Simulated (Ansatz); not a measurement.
K$_{2}$TiF$_{6}$: a fit and a missing row

K$_{2}$TiF$_{6}$, P-3m1, a = 5.701 Å, c = 4.603 Å. The structure is a COD entry; whether it is the stable form wasn't checked. Ansatz: r2SCAN, PAW, 500 eV, Γ-centred 6×6×6 mesh on 9 atoms, Gaussian smearing 0.02 eV; no spin polarisation. Shape and atoms are relaxed at each volume; pressure is positive in compression.

| V (Å³/atom) | P (GPa) |
| --- | --- |
| 13.532 | 2.51 |
| 13.963 | 1.14 |
| 14.395 | -0.01 |
| 14.827 | -0.88 |
| 15.259 | ? |

Problem. Take V0 = 14.395 Å³/atom, count pressures from its P0 = -0.01 GPa, fit the third-order Birch–Murnaghan form to the other rows, and predict the missing pressure.

Solution. With the Eulerian strain f = ½[(V0/V)^(2/3) − 1] and y = (P − P0)/[3f(1 + 2f)^(5/2)], the form is the line y = B0 + 1.5 B0 (B0′ − 4) f. Rows (f, y): 0.02104, 36.0; 0.01026, 35.5; -0.00976, 31.2. Means f = 0.007180, y = 34.233; Σ(Δf)² = 0.0004885, ΣΔfΔy = 0.07977; the slope is their ratio. y = 33.06 + 163.3 f GPa, so B0 = 33.1 GPa and B0′ = 4 + 2 × (163.3)/(3 × 33.06) = 7.29. At V = 15.259, f = -0.01906, y = 29.95 and P = -1.56 GPa. The run gave -1.62 GPa, so the fit is 0.06 GPa too high, 1.5 % of the span of the series, against an rms of 0.02 GPa on the fitted rows. The row lies outside the fitted range. The records show no cause, and too few rows are left to test a further term.

Cost: 5 runs of about 7.5 core-minutes in all, on Arm Neoverse V2 (shared hosts).